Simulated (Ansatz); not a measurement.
## ZrIn (P4/mmm): energy against the cell's spin moment

```xyz
2
Lattice="3.1406 0.0000 0.0000 0.0000 3.1406 0.0000 0.0000 0.0000 4.4541" Properties=species:S:1:pos:R:3 pbc="T T T"
Zr    0.0000    0.0000    0.0000
In    1.5703    1.5703    2.2271
```

Geometry: a structure from the Materials Project; nothing is relaxed.

Common settings: LDA, 12×12×9 k mesh, Fermi–Dirac smearing of 0.05 eV. PAW means Ansatz 0.2.0 on its default frozen-core files; LAPW is all-electron LAPW in Ansatz 0.2.0. Site moments are integrated in spheres about the atoms, whose radii differ between the methods. Start moments of the first PAW run (μB): Zr1 1.

Each run fixes M = N↑ − N↓ with two Fermi levels; the holding field B = (E_F↑ − E_F↓)/2μB is the slope of the free energy against M over μB. Energies count from each method's free run. The held moment starts spread evenly over Zr1.

The free PAW run: The moments died out: the run ends unmagnetised.

```tsv
M (μB/cell)	ΔF PAW (meV/cell)	ΔF LAPW (meV/cell)	B, PAW (T)	largest site moment, PAW (μB)	pressure, PAW (GPa)
0.00	0.0	0.0	–	0.00	-6.1
0.10	+2.6	+2.6	+886	0.06	-6.0
0.20	+10.0	+10.0	+1656	0.12	-6.0
0.35	+29.3	–	?	0.22	-5.9
0.50	+61.1	+61.1	+4565	0.31	-5.8
0.75	+146.6	–	+7213	0.45	-5.3
1.00	+265.9	–	+8999	0.60	-4.5
1.40	+496.4	+496.6	+11249	0.85	?
```

Fill in "pressure, PAW (GPa)" for the row "1.40".

-3.1.

Give the missing entry: row "0.35", column "B, PAW (T)".

+2830.

The unpolarised density of states at the Fermi level, averaged over the smearing, is 1.46 states/eV per cell. What Stoner enhancement follows from the smallest held moment?

S = M/(μB·B·N) = 0.10/(0.0513 eV × 1.46/eV) ≈ 1.3, so I·N/2 ≈ 0.25; the Stoner criterion for ferromagnetism asks for 1. On this mesh S is a rough figure.

Fit ΔF = E₀ + a₂M² + a₄M⁴ to the PAW points up to M = 1.00 μB, leaving out M = 0.35. What does the fit give, and how well does it predict the point left out?

E₀ = -0.2 meV, a₂ = +248.46 meV/μB², a₄ = +17.957 meV/μB⁴, with a worst miss of 1.9 meV. At M = 0.35 it gives +30.5 meV against the computed +29.3. Since a₂ > 0 the fit has its minimum at M = 0.

Check μB·B = dF/dM between M = 0.10 and 0.20 μB with the PAW numbers.

ΔF/ΔM = +7.4 meV / 0.10 = +74.1 meV per μB, which is +1281 T with μB = 0.05788 meV/T. The mean of the two holding fields is +1271 T. The slope equals the mean of B over the step, so the two agree where B(M) is nearly straight between its ends, and here they lie within a tenth of each other.

Separate runs put a uniform field on the spins (g = 2):

```
field (T)  M PAW (μB/cell)  M LAPW (μB/cell)
      300            0.033             0.033
      600            0.067             0.067
```

The PAW files were made with PBE; the program remakes their cores once for the run's functional and then keeps them frozen. The Ansatz runs typed with the search for lower states off end where their start leads. None of this fixes the real material's magnetic order: only patterns that fit the cell were computed, at zero temperature, with a functional that can overstate moments.
